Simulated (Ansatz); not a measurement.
Data:

Sb:
```cif
data_Sb
_chemical_formula_sum 'Sb1'
_space_group_name_H-M_alt 'Pm-3m'
_space_group_IT_number 221
_space_group_name_Hall '-P 4 2 3'
_cell_length_a 3.04063
_cell_length_b 3.04063
_cell_length_c 3.04063
_cell_angle_alpha 90.000
_cell_angle_beta 90.000
_cell_angle_gamma 90.000
loop_
_atom_site_label
_atom_site_type_symbol
_atom_site_symmetry_multiplicity
_atom_site_Wyckoff_symbol
_atom_site_fract_x
_atom_site_fract_y
_atom_site_fract_z
_atom_site_occupancy
Sb1 Sb 1 a 0.00000 0.00000 0.00000 1
```

This is the LDA-relaxed structure.

**Question.** All from LDA in the plane-wave PAW code Ansatz, unless another level is named. Predict the Poisson's ratio.

**Answer.** 0.33.

**Question.** Give the elastic constants (relaxed ions, GPa).

**Answer.** C11 = 153, C12 = 21.7, C44 = 12.2.

The workflow started from a Materials Project entry (that database holds measured and hypothetical structures alike); the Crystallography Open Database files this formula in space group No. 221, but the cells were not matched. It is not the phase usual at ambient conditions (space group No. 166). The cell was relaxed with LDA under the symmetry of its start; its stability against distortions is not shown here. As this level gives no gap, shear constants depend on the k-mesh and smearing (Fermi–Dirac, 0.1 eV here). Spin–orbit coupling is left out wherever it is not named.

Potentials: the later of the program's two PAW sets.
